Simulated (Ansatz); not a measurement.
Start of a relaxation, C put at a hollow Ti-Ti-Ti site (TiC, Fm-3m (No. 225), (1 1 1) face):

```
CELL_PARAMETERS angstrom
3.06036 0.00000 0.00000
-1.53018 2.65035 0.00000
0.00000 0.00000 27.74570
ATOMIC_POSITIONS crystal
C 0.33333 0.66667 0.30635
Ti 0.66667 0.33333 0.35138
C 0.00000 0.00000 0.39641
Ti 0.33333 0.66667 0.44144
C 0.66667 0.33333 0.48649
Ti 0.00000 0.00000 0.52958
C 0.33333 0.66667 0.57926
Ti 0.66667 0.33333 0.61635
C 0.00000 0.00000 0.67330
```

Theory: DFT r2SCAN, scalar-relativistic, plane waves, PAW in Ansatz. Cutoff 500 eV; k points 12×12×1 on the computed 9-atom cell (Γ-centred); Gaussian smearing, width 0.10 eV; no spin polarisation. A dipole correction removes the field between periodic images along c.

Atoms 1, 2, 3, 4 (counted from 1) are held. The cell is fixed. Force threshold 0.03 eV/Å.

Task: Where does it end?

Result: The energy falls by 0.838 eV in 6 steps, to:

```
CELL_PARAMETERS angstrom
3.06036 0.00000 0.00000
-1.53018 2.65035 0.00000
0.00000 0.00000 27.74570
ATOMIC_POSITIONS crystal
C 0.33333 0.66667 0.30635
Ti 0.66667 0.33333 0.35138
C 0.00000 0.00000 0.39641
Ti 0.33333 0.66667 0.44144
C 0.66667 0.33333 0.48631
Ti 0.00000 0.00000 0.53133
C 0.33333 0.66667 0.57606
Ti 0.66667 0.33333 0.62163
C 0.00000 0.00000 0.66070
```

The end is the local minimum or symmetric point that this start leads to.

Cost: 1 run of about 1.7 core-minutes, on AMD EPYC 9R45 (Zen 5) (shared hosts).